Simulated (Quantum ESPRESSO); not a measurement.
Pd2Ta3W2Zn, one run as intended and one with a planted mistake

A calculation, not a measurement. The program is pw.x of Quantum ESPRESSO 7.5 (plane-wave density functional theory). The cell is made up: eight metal atoms on a face-centred cubic lattice, with elements, volume, strain and displacements drawn at random and not relaxed, so it may be unstable or far from any real phase. PseudoDojo standard norm-conserving files set the functional (PBE unless stated); there is no spin polarisation or spin-orbit coupling, the Fermi-Dirac width of 0.25 eV means electrons at about 2900 K, and the masses in the input are unused placeholders. Heavy elements are run without spin-orbit coupling, which real alloys of them have. A spin test at this wide smearing found no moment, but such smearing suppresses magnetism that the real alloy may have.

Intended input:

```
&control calculation='scf', pseudo_dir='./dojo.nc.sr.pbe.v0_5.standard.upf', outdir='./o', disk_io='minimal', tprnfor=.true., tstress=.true. /
&system ibrav=0, nat=8, ntyp=4, nbnd=79, ecutwfc=87.97787729, nosym=.true., tot_charge=0,
 occupations='smearing', smearing='fd', degauss=0.0183746611
/
&electrons conv_thr=1.470e-08, electron_maxstep=70, mixing_beta=0.5 /
ATOMIC_SPECIES
Pd 1.0 Pd.upf
Ta 1.0 Ta.upf
W 1.0 W.upf
Zn 1.0 Zn.upf
CELL_PARAMETERS angstrom
0.0695 0.003 -3.9943
4.0891 0.006 -0.0695
-0.012 -8.0585 0.006
ATOMIC_POSITIONS angstrom
Pd 0.0177 -0.0772 -0.0636
Ta -0.052 -4.0845 0.0369
W 2.0537 -1.9798 -0.0339
W 2.0485 -6.1455 -0.0718
Ta 0.002 -2.1144 -2.2831
Pd -0.0467 -6.1536 -1.9778
Zn 2.1434 -0.0703 -2.0115
Ta 2.0769 -3.9657 -1.9885
K_POINTS automatic
6 6 3 1 1 1
```

The log is shortened where brackets say so; the opening notice, blank lines, dates and the lines on written files are dropped, and the path of the files is cut. It prints rydbergs, bohrs and kilobars, and counts compression as positive stress. Its total energy is the free energy E - TS of the whole cell.

Log of the intended run:

```
     Program PWSCF v.7.5
     Parallel version (MPI & OpenMP), running on       4 processor cores
     Number of MPI processes:                 4
     Threads/MPI process:                     1
     [start-up lines left out]
     bravais-lattice index     =            0
     lattice parameter (alat)  =       7.5493  a.u.
     unit-cell volume          =     887.9522 (a.u.)^3
     number of atoms/cell      =            8
     number of atomic types    =            4
     number of electrons       =       123.00
     number of Kohn-Sham states=           79
     kinetic-energy cutoff     =      87.9779  Ry
     charge density cutoff     =     351.9115  Ry
     scf convergence threshold =      1.5E-08
     mixing beta               =       0.5000
     number of iterations used =            8  plain     mixing
     Exchange-correlation= PBE
                           (   1   4   3   4   0   0   0)
     [axes and pseudopotential details left out]
   Cartesian axes
     site n.     atom                  positions (alat units)
         1        Pd     tau(   1) = (   0.0044306  -0.0193246  -0.0159203  )
         2        Ta     tau(   2) = (  -0.0130166  -1.0224271   0.0092368  )
         3        W      tau(   3) = (   0.5140797  -0.4955812  -0.0084858  )
         4        W      tau(   4) = (   0.5127781  -1.5383342  -0.0179729  )
         5        Ta     tau(   5) = (   0.0005006  -0.5292741  -0.5715028  )
         6        Pd     tau(   6) = (  -0.0116899  -1.5403618  -0.4950805  )
         7        Zn     tau(   7) = (   0.5365333  -0.0175974  -0.5035163  )
         8        Ta     tau(   8) = (   0.5198871  -0.9926893  -0.4977589  )
     number of k points=    54  Fermi-Dirac smearing, width (Ry)=  0.0184
                       cart. coord. in units 2pi/alat
        k(    1) = (   0.0801413  -0.0828034  -0.0820137), wk =   0.0370370
        k(    2) = (   0.0796604   0.2476896  -0.0817739), wk =   0.0370370
     [further k points left out]
     Dense  grid:    98973 G-vectors     FFT dimensions: (  45,  48,  96)
     Estimated max dynamical RAM per process >     404.12 MB
     Estimated total dynamical RAM >       1.51 GB
     Initial potential from superposition of free atoms
     starting charge     122.9958, renormalised to     123.0000
     Starting wfcs are   78 randomized atomic wfcs +    1 random wfcs
     total cpu time spent up to now is        5.0 secs
     per-process dynamical memory:   321.6 Mb
     Self-consistent Calculation
     iteration #  1     ecut=    87.98 Ry     beta= 0.50
     Davidson diagonalization with overlap
     ethr =  1.00E-02,  avg # of iterations =  3.0
     total cpu time spent up to now is       18.4 secs
     total energy              =   -1631.46018013 Ry
     estimated scf accuracy    <      33.38023624 Ry
     iteration #  2     ecut=    87.98 Ry     beta= 0.50
     Davidson diagonalization with overlap
     ethr =  1.00E-02,  avg # of iterations =  5.3
     total cpu time spent up to now is       36.9 secs
     total energy              =   -1642.50360589 Ry
     estimated scf accuracy    <     241.41446119 Ry
     [iterations 3 to 16 left out]
     iteration # 17     ecut=    87.98 Ry     beta= 0.50
     Davidson diagonalization with overlap
     ethr =  1.60E-09,  avg # of iterations =  1.1
     total cpu time spent up to now is      208.9 secs
     total energy              =   -1653.99499312 Ry
     estimated scf accuracy    <       0.00000002 Ry
     iteration # 18     ecut=    87.98 Ry     beta= 0.50
     Davidson diagonalization with overlap
     ethr =  1.83E-11,  avg # of iterations =  4.6
     total cpu time spent up to now is      222.7 secs
     End of self-consistent calculation
     [lines on levels left out]
!    total energy              =   -1653.99499311 Ry
     estimated scf accuracy    <       0.00000001 Ry
     smearing contrib. (-TS)   =      -0.11263808 Ry
     internal energy E=F+TS    =   -1653.88235503 Ry
     The total energy is F=E-TS. E is the sum of the following terms:
     one-electron contribution =    -611.68798880 Ry
     hartree contribution      =     372.40598432 Ry
     xc contribution           =    -284.75593718 Ry
     ewald contribution        =   -1129.84441336 Ry
     convergence has been achieved in  18 iterations
     Forces acting on atoms (cartesian axes, Ry/au):
     atom    1 type  1   force =     0.00531492    0.02037658   -0.00949492
     atom    2 type  2   force =     0.02487734   -0.08980978   -0.04007150
     atom    3 type  3   force =    -0.01666664    0.01539343   -0.05701059
     atom    4 type  3   force =    -0.00937585    0.01174915    0.01248572
     atom    5 type  2   force =     0.02409938    0.12060202    0.09764709
     atom    6 type  1   force =     0.01233641    0.00663048   -0.00770101
     atom    7 type  4   force =    -0.01417366    0.02786942   -0.01249047
     atom    8 type  2   force =    -0.02641191   -0.11281132    0.01663567
     Total force =     0.233926     Total SCF correction =     0.000406
     Computing stress (Cartesian axis) and pressure
          total   stress  (Ry/bohr**3)                   (kbar)     P=       65.54
   0.00038799  -0.00003932   0.00012406           57.08       -5.78       18.25
  -0.00003932   0.00065420  -0.00013477           -5.78       96.24      -19.83
   0.00012406  -0.00013477   0.00029430           18.25      -19.83       43.29
     init_run     :      4.77s CPU      4.95s WALL (       1 calls)
     electrons    :    213.38s CPU    217.72s WALL (       1 calls)
     forces       :      2.35s CPU      2.35s WALL (       1 calls)
     stress       :      8.29s CPU      8.31s WALL (       1 calls)
     [timing details left out]
     PWSCF        :   3m48.86s CPU   3m53.46s WALL
     JOB DONE.
```

A second run has one planted mistake: one coordinate of one atom is wrong. The input lines that differ:

```
- Ta 2.0769 -3.9657 -1.9885
+ Ta 2.0769 -3.9657 -1.8185
```

Its log:

```
     Program PWSCF v.7.5
     Parallel version (MPI & OpenMP), running on       4 processor cores
     Number of MPI processes:                 4
     Threads/MPI process:                     1
     [start-up lines left out]
     bravais-lattice index     =            0
     lattice parameter (alat)  =       7.5493  a.u.
     unit-cell volume          =     887.9522 (a.u.)^3
     number of atoms/cell      =            8
     number of atomic types    =            4
     number of electrons       =       123.00
     number of Kohn-Sham states=           79
     kinetic-energy cutoff     =      87.9779  Ry
     charge density cutoff     =     351.9115  Ry
     scf convergence threshold =      1.5E-08
     mixing beta               =       0.5000
     number of iterations used =            8  plain     mixing
     Exchange-correlation= PBE
                           (   1   4   3   4   0   0   0)
     [axes and pseudopotential details left out]
   Cartesian axes
     site n.     atom                  positions (alat units)
         1        Pd     tau(   1) = (   0.0044306  -0.0193246  -0.0159203  )
         2        Ta     tau(   2) = (  -0.0130166  -1.0224271   0.0092368  )
         3        W      tau(   3) = (   0.5140797  -0.4955812  -0.0084858  )
         4        W      tau(   4) = (   0.5127781  -1.5383342  -0.0179729  )
         5        Ta     tau(   5) = (   0.0005006  -0.5292741  -0.5715028  )
         6        Pd     tau(   6) = (  -0.0116899  -1.5403618  -0.4950805  )
         7        Zn     tau(   7) = (   0.5365333  -0.0175974  -0.5035163  )
         8        Ta     tau(   8) = (   0.5198871  -0.9926893  -0.4552047  )
     number of k points=    54  Fermi-Dirac smearing, width (Ry)=  0.0184
                       cart. coord. in units 2pi/alat
        k(    1) = (   0.0801413  -0.0828034  -0.0820137), wk =   0.0370370
        k(    2) = (   0.0796604   0.2476896  -0.0817739), wk =   0.0370370
     [further k points left out]
     Dense  grid:    98973 G-vectors     FFT dimensions: (  45,  48,  96)
     Estimated max dynamical RAM per process >     404.12 MB
     Estimated total dynamical RAM >       1.51 GB
     Initial potential from superposition of free atoms
     starting charge     122.9958, renormalised to     123.0000
     Starting wfcs are   78 randomized atomic wfcs +    1 random wfcs
     total cpu time spent up to now is        4.8 secs
     per-process dynamical memory:   321.6 Mb
     Self-consistent Calculation
     iteration #  1     ecut=    87.98 Ry     beta= 0.50
     Davidson diagonalization with overlap
     ethr =  1.00E-02,  avg # of iterations =  3.0
     total cpu time spent up to now is       17.1 secs
     total energy              =   -1631.80157965 Ry
     estimated scf accuracy    <      32.89646796 Ry
     iteration #  2     ecut=    87.98 Ry     beta= 0.50
     Davidson diagonalization with overlap
     ethr =  1.00E-02,  avg # of iterations =  5.3
     total cpu time spent up to now is       34.7 secs
     total energy              =   -1642.35471831 Ry
     estimated scf accuracy    <     239.51352015 Ry
     [iterations 3 to 17 left out]
     iteration # 18     ecut=    87.98 Ry     beta= 0.50
     Davidson diagonalization with overlap
     ethr =  2.81E-11,  avg # of iterations =  4.3
     total cpu time spent up to now is      236.6 secs
     total energy              =   -1653.98826331 Ry
     estimated scf accuracy    <       0.00000002 Ry
     iteration # 19     ecut=    87.98 Ry     beta= 0.50
     Davidson diagonalization with overlap
     ethr =  1.25E-11,  avg # of iterations =  2.0
     total cpu time spent up to now is      250.2 secs
     End of self-consistent calculation
     [lines on levels left out]
!    total energy              =   -1653.98826331 Ry
     estimated scf accuracy    <          3.6E-09 Ry
     smearing contrib. (-TS)   =      -0.11099679 Ry
     internal energy E=F+TS    =   -1653.87726651 Ry
     The total energy is F=E-TS. E is the sum of the following terms:
     one-electron contribution =    -612.30278897 Ry
     hartree contribution      =     372.72388443 Ry
     xc contribution           =    -284.78322865 Ry
     ewald contribution        =   -1129.51513333 Ry
     convergence has been achieved in  19 iterations
     Forces acting on atoms (cartesian axes, Ry/au):
     atom    1 type  1   force =     0.00490575    0.01961315   -0.00965973
     atom    2 type  2   force =     0.03220145   -0.08673292    0.01669259
     atom    3 type  3   force =    -0.01742336    0.01550614   -0.04474637
     atom    4 type  3   force =    -0.00961746    0.00245664    0.02326114
     atom    5 type  2   force =     0.02374869    0.10696013    0.09716188
     atom    6 type  1   force =     0.01128841    0.00462119   -0.00980262
     atom    7 type  4   force =    -0.01421726    0.02758134   -0.01198985
     atom    8 type  2   force =    -0.03088622   -0.09000568   -0.06091704
     Total force =     0.219291     Total SCF correction =     0.000143
     Computing stress (Cartesian axis) and pressure
          total   stress  (Ry/bohr**3)                   (kbar)     P=       70.64
   0.00042350  -0.00003927   0.00015468           62.30       -5.78       22.75
  -0.00003927   0.00065141  -0.00013897           -5.78       95.83      -20.44
   0.00015468  -0.00013897   0.00036574           22.75      -20.44       53.80
     init_run     :      4.57s CPU      4.74s WALL (       1 calls)
     electrons    :    240.42s CPU    245.39s WALL (       1 calls)
     forces       :      2.87s CPU      2.89s WALL (       1 calls)
     stress       :     10.22s CPU     10.24s WALL (       1 calls)
     [timing details left out]
     PWSCF        :   4m18.15s CPU   4m23.40s WALL
     JOB DONE.
```

|  | intended run | run with the mistake |
| --- | --- | --- |
| free energy (eV) | -22503.748 | -22503.657 |
| entropy term -TS, part of it (eV) | -1.533 | -1.510 |
| pressure (GPa) | 6.55 | 7.06 |
| size of the largest force component (eV/Å) | 3.101 | 2.750 |
| largest change of a force component (eV/Å) |  | 1.994 |
| iterations | 18 | 19 |

For scale, a rerun of the intended cell at a higher cutoff and on a denser mesh moved values by no more than 0.007 eV in energy, 0.10 GPa in stress and 0.011 eV/Å in force, and a second program with other atomic files agreed on that cell to 2 % rms in force and 0.5 GPa in pressure.